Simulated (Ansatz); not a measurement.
# Property card for Sn5PbS6

Level of theory: Ansatz 0.2.0, DFT PBE, scalar-relativistic, plane waves, PAW.

Settings: cutoff 420 eV, Γ-centred mesh 6×6×6 on the computed 12-atom cell, Gaussian smearing of 0.01 eV; no spin polarisation.

The structure is relaxed at this level of theory with its symmetry kept, and needn't be the ground state of this composition.

```cif
data_structure
_symmetry_space_group_name_H-M 'P 1'
_symmetry_Int_Tables_number 1
_cell_length_a 9.2919
_cell_length_b 9.2919
_cell_length_c 5.8791
_cell_angle_alpha 90.000
_cell_angle_beta 90.000
_cell_angle_gamma 143.113
_cell_volume 304.68
loop_
_atom_site_label
_atom_site_type_symbol
_atom_site_fract_x
_atom_site_fract_y
_atom_site_fract_z
_atom_site_occupancy
Sn1 Sn 0.00000 0.00000 0.00000 1
Sn2 Sn 0.66756 0.33244 0.00000 1
Sn3 Sn 0.83307 0.16693 0.50000 1
Sn4 Sn 0.33244 0.66756 0.00000 1
Sn5 Sn 0.16693 0.83307 0.50000 1
Pb1 Pb 0.50000 0.50000 0.50000 1
S1 S 0.67003 0.32997 0.50000 1
S2 S 0.32997 0.67003 0.50000 1
S3 S 0.50000 0.50000 0.00000 1
S4 S 0.00000 0.00000 0.50000 1
S5 S 0.16689 0.83311 0.00000 1
S6 S 0.83311 0.16689 0.00000 1
```

```json
{"Space group": "Cmmm (No. 65)", "Volume per atom": "25.39 Å³", "Formation energy from the elements' standard states (uncorrected)": "-0.432 eV/atom", "Kohn–Sham band gap": "0.12 eV", "Orbital (Löwdin) character of the top 1 eV of the valence band": "S 3p 54 %, Sn 5s 24 %, Sn 5p 14 %", "Orbital (Löwdin) character of the lowest 1 eV of the conduction band": "Sn 5p 60 %, S 3s 13 %, S 3p 11 %, Pb 6p 9 %"}
```

Spin-orbit coupling is left out, which matters for the bands of heavy elements.

The cell was found from a structure generator's guess, not taken from experiment. Kohn–Sham gaps at this level usually fall short of measured ones. Löwdin shares on free-atom orbitals overweight diffuse shells in the empty bands.
